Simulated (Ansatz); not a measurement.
**AlPd: computed property card**

AlPd:
Space group Cmcm (No. 63); a = 2.7927 Å, b = 9.9446 Å, c = 4.2202 Å, α = 90.00°, β = 90.00°, γ = 90.00°

```
atom  site  symmetry       x       y       z
----  ----  --------  ------  ------  ------
Al      4c       m2m  0.0000  0.3481  0.2500
Pd      4c       m2m  0.0000  0.0899  0.2500
```
(The calculation used a cell of 4 atoms; values per cell refer to that cell.)

Space group Cmcm (No. 63); conventional cell a = 2.7927 Å, b = 9.9446 Å, c = 4.2202 Å, α = 90.00°, β = 90.00°, γ = 90.00°.

Method: PBEsol (plane waves, PAW; program Ansatz). The cell and atoms are relaxed at this level. Other levels are named where they apply.

### Cell and energy

```json
{
  "volume_per_atom": "14.65 Å³",
  "density": "7.56 g/cm³",
  "Formation energy from the elements (no fitted shifts)": "-0.74 eV/atom"
}
```

### Electronic structure

```json
{
 "electronic_character": "metallic (no gap)",
 "Density of states at the Fermi level": "0.36 states/eV per atom (mean over ±0.08 eV)"
}
```

### Mechanics

```json
{
  "Bulk modulus (Birch–Murnaghan fit)": "153 GPa",
  "Pressure derivative B′": "4.9"
}
```

### Phonons

```json
{
 "highest_zone_centre_frequency": "36.5 meV",
 "zone_centre_stability": "no imaginary mode at Γ"
}
```

The start of the workflow was typed in or built on a structure type; neither database checked (COD, Materials Project) lists it. Its standing as an ambient phase is unchecked. The cell was relaxed with PBEsol under the symmetry of its start. The run is not spin-polarised. As this level gives no gap, phonon frequencies hold no LO–TO term and depend on the k-mesh and smearing (Fermi–Dirac, 0.1 eV here). Axis ratios of metals converge slowly with the k-mesh, so a and c are less sure than the volume. The references are the lowest solids computed at this level, not always the standard phases. Scalar-relativistic: spin–orbit coupling is off unless named, which matters more the heavier the elements.

Potentials: the later of the program's two PAW sets.
